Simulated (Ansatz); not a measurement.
Frames from the relaxation of a relaxed TaRu cell, doubled along one cell vector, shaken by Gaussian noise of σ = 0.08 Å a coordinate, as extended XYZ (Å, eV, eV/Å, GPa with compression positive). The numbers are results of PBEsol (plane waves to 420 eV, PAW, scalar-relativistic; Ansatz, a quantum-chemistry and plane-wave program), not measurements. Γ-centred k-mesh 13×13×2 on the run's cell (coarser than for final values), Fermi–Dirac smearing 0.05 eV.

```xyz
8
Lattice="2.8577 0.0000 0.0000 -1.4289 2.4749 0.0000 0.0000 0.0000 17.5017" Properties=species:S:1:pos:R:3:forces:R:3 pbc="T T T" step=1 free_energy=-62491.799 pressure=2.5 accepted=T
Ta     1.3858     0.7645     6.5583    0.0529    0.0355   -0.0620
Ta     1.5014     0.6630    15.3697   -0.5021    0.2540   -1.2229
Ta     0.0352     1.4999     2.1879    0.0549    0.3700    0.5633
Ta    -0.1597     1.6009    10.9556    0.1646   -0.0618   -0.9935
Ru    -0.1490     0.1914     0.0201    0.3657   -0.5466    0.0558
Ru     0.1077    -0.0831     8.6999   -0.1854    0.0641    0.5228
Ru     0.0241    -0.1040     4.3939   -0.0062    0.0066   -0.2954
Ru    -0.0431    -0.0084    13.0164    0.0556   -0.1218    1.4319
8
Lattice="2.8862 -0.0006 0.0107 -1.4437 2.5006 0.0019 0.0654 0.0509 17.2715" Properties=species:S:1:pos:R:3:forces:R:3 pbc="T T T" step=2 free_energy=-62491.925 pressure=0.2 accepted=T
Ta     1.4069     0.8191     6.5062    0.0424    0.0190   -0.1091
Ta     1.4798     0.7704    15.0164   -0.1139    0.0252    1.4534
Ta     0.0564     1.5780     2.1555    0.0392    0.1319   -0.3050
Ta    -0.0541     1.5887    10.8239    0.1209   -0.0231   -0.1753
Ru    -0.1348     0.1477    -0.0642    0.0871   -0.1426    0.1236
Ru     0.0903    -0.0466     8.6784   -0.0971    0.0016   -0.1652
Ru     0.0396    -0.0586     4.3076   -0.0018    0.0051    0.1398
Ru     0.0731    -0.0510    12.9961   -0.0768   -0.0170   -0.9619
8
Lattice="2.8700 0.0087 0.0053 -1.4275 2.4875 0.0034 0.0322 0.0428 17.3731" Properties=species:S:1:pos:R:3:forces:R:3 pbc="T T T" step=3 free_energy=-62492.069 pressure=-0.5 accepted=T
Ta     1.4109     0.8398     6.5119   -0.0161    0.0121   -0.0018
Ta     1.4026     0.7922    15.1995   -0.0254    0.0071    0.0059
Ta     0.0223     1.6211     2.1696    0.0373   -0.0067   -0.0050
Ta     0.0070     1.6105    10.8515    0.0384   -0.0217    0.0615
Ru    -0.0391    -0.0195    -0.0044   -0.0040   -0.0145   -0.0205
Ru     0.0212    -0.0342     8.6798   -0.0161    0.0039   -0.0295
Ru     0.0263    -0.0223     4.3349   -0.0190   -0.0065    0.0234
Ru    -0.0108    -0.0749    13.0254    0.0049    0.0262   -0.0340
```

The path has 35 moves and ends in P4/mmm (No. 123), 0.32 eV/atom below its start. Free energies are of the whole cell and compare only within this code, potentials and settings.  No spin polarisation in the result.

Of the parent cell (P6₃/mmc (No. 194)): it is a generated cell of TaRu: the first start was made by placing the elements on the sites of a structure type, and the end was not matched to a known phase here, so it may be hypothetical.

The first start was generated by placing the elements on the sites of a structure type. A measured structure of TaRu has the same space group, P4/mmm (No. 123); the sites were not compared with it.
